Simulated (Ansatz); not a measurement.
Consider the following.

TiO$_{2}$:
```cif
data_O8Ti4
_chemical_formula_sum 'Ti4 O8'
_space_group_name_H-M_alt 'P21/c'
_space_group_IT_number 14
_space_group_name_Hall '-P 2ybc'
_cell_length_a 4.80400
_cell_length_b 4.86615
_cell_length_c 5.04069
_cell_angle_alpha 90.000
_cell_angle_beta 99.878
_cell_angle_gamma 90.000
loop_
_space_group_symop_operation_xyz
  'x, y, z'
  '-x, -y, -z'
  '-x, y+1/2, -z+1/2'
  'x, -y+1/2, z+1/2'
loop_
_atom_site_label
_atom_site_type_symbol
_atom_site_symmetry_multiplicity
_atom_site_Wyckoff_symbol
_atom_site_fract_x
_atom_site_fract_y
_atom_site_fract_z
_atom_site_occupancy
Ti1 Ti 4 e 0.27700 0.05449 0.21454 1
O1 O 4 e 0.55370 0.25798 0.03664 1
O2 O 4 e 0.06351 0.32232 0.35224 1
```

This is the r²SCAN-relaxed structure.

**Question.** All from plane-wave PAW r²SCAN (Ansatz code), unless another level is named. Predict the HSE06 gap on the r²SCAN cell.

**Answer.** 3.84 eV.

**Question.** Next, the electron effective mass?

**Answer.** 1.6, 1.6, 13 mₑ (principal values).

**Question.** Give the smallest direct gap on the standard path.

**Answer.** 2.80 eV.

**Question.** Predict the band gap.

**Answer.** 2.70 eV (indirect).

Space group P2_1/c. The workflow started from a Materials Project entry (that database holds measured and hypothetical structures alike); the Crystallography Open Database files this formula in space group No. 14, but the cells were not matched. It is not the phase usual at ambient conditions (space group No. 61, 136, 141). Symmetry was held in the r²SCAN relaxation; its stability against distortions is not shown here. No spin polarisation was allowed.

Potentials: the later of the program's two PAW sets.
